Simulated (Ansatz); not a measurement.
Cd (hcp, Mg type)

```yaml
crystal:
  lattice:
    - [6.03185, 0.00000, 0.00000]
    - [-1.50796, 2.61187, 0.00000]
    - [0.00000, 0.00000, 5.82164]
  atoms:
    - { symbol: Cd, position: [0.16667, 0.66667, 0.75000] }
    - { symbol: Cd, position: [0.66667, 0.66667, 0.75000] }
    - { symbol: Cd, position: [0.33333, 0.33333, 0.25000] }
    - { symbol: Cd, position: [0.83333, 0.33333, 0.25000] }
```

The atoms are displaced by Q × the pattern below (from a DFPT mode at M = (0.5, 0.0, 0.0), largest move 1; Q in Å), at fixed cell. (q is in reciprocal vectors of the primitive cell; the cell shown is doubled to hold the pattern.)

```tsv
atom	x	y	z
Cd1	0.500	-0.866	0.000
Cd2	-0.500	0.866	0.000
Cd3	-0.500	0.866	0.000
Cd4	0.500	-0.866	0.000
```

The numbers are results of PBE (plane waves to 420 eV, PAW, scalar-relativistic; Ansatz, a program for electronic structure), not measurements. k mesh 9×18×8 (Γ-centred), Fermi-Dirac smearing 0.05 eV. E stands for the smeared free energy. With partly filled bands, energies and forces of such displacements shift with the k mesh and the smearing. Cd was relaxed with its symmetry unable to fall. The PAW data are Ansatz's earlier set. The relaxed volume of Cd is well above the measured one; the method has no dispersion term. The zero of ΔE is the undisplaced structure. The last digit holds for this mesh only.

| Q (Å) | ΔE (meV/cell) |
|---|---|
| -0.180 | 123.0 |
| -0.150 | withheld |
| -0.120 | 56.1 |
| -0.090 | 31.8 |
| -0.060 | 14.2 |
| -0.030 | 3.6 |
| 0.000 | 0.0 |
| 0.030 | 3.6 |
| 0.060 | 14.2 |
| 0.090 | 31.8 |
| 0.120 | 56.1 |
| 0.150 | withheld |
| 0.180 | 123.0 |

Task: Fit an even polynomial form (powers 2, 4) to the given rows and predict ΔE at Q = 0.150.

Result: Least squares on the 11 given rows: ΔE = (3972)·Q² + (-5432)·Q⁴, in meV/cell with Q in Å; root-mean-square residual 0.02 meV/cell. At 0.150 the fit gives 86.6 meV/cell; the calculation gives 86.6 meV/cell, the same to the digits shown. The quadratic term alone would give 89.4 meV/cell.

(For displaced atoms, the force is minus the slope of the energy, and its curvature is a force constant, which sets phonon frequencies.)
